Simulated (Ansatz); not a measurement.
Consider the following.

Tc$_{3}$Pd:
```
Tc3Pd
1.0
    5.49897     0.00000     0.00000
   -2.74948     4.76224     0.00000
    0.00000     0.00000     4.35870
Tc Pd
6 2
Direct
  0.84211   0.15789   0.75000
  0.15789   0.84211   0.25000
  0.68423   0.84211   0.25000
  0.31577   0.15789   0.75000
  0.84211   0.68423   0.75000
  0.15789   0.31577   0.25000
  0.66667   0.33333   0.25000
  0.33333   0.66667   0.75000
```

This is the r²SCAN-relaxed structure.

Question: All from r²SCAN (plane waves, PAW; program Ansatz), unless another level is named. Give the formation energy from the elements (no fitted shifts).

Answer: -91 meV/atom.

Question: And the density of states at the Fermi level?

Answer: 0.38 states/eV per atom (mean over ±0.08 eV).

Space group P6_3/mmc. The first step of the workflow began from a Materials Project structure, measured or hypothetical; the Crystallography Open Database copy checked does not list it. Its standing as an ambient phase is unchecked. The r²SCAN relaxation kept the symmetry of its start; its stability against distortions is not shown here. The run is not spin-polarised. The references are the lowest solids computed at this level, not always the standard phases. Spin–orbit coupling is left out wherever it is not named.

Potentials: the later of the program's two PAW sets.
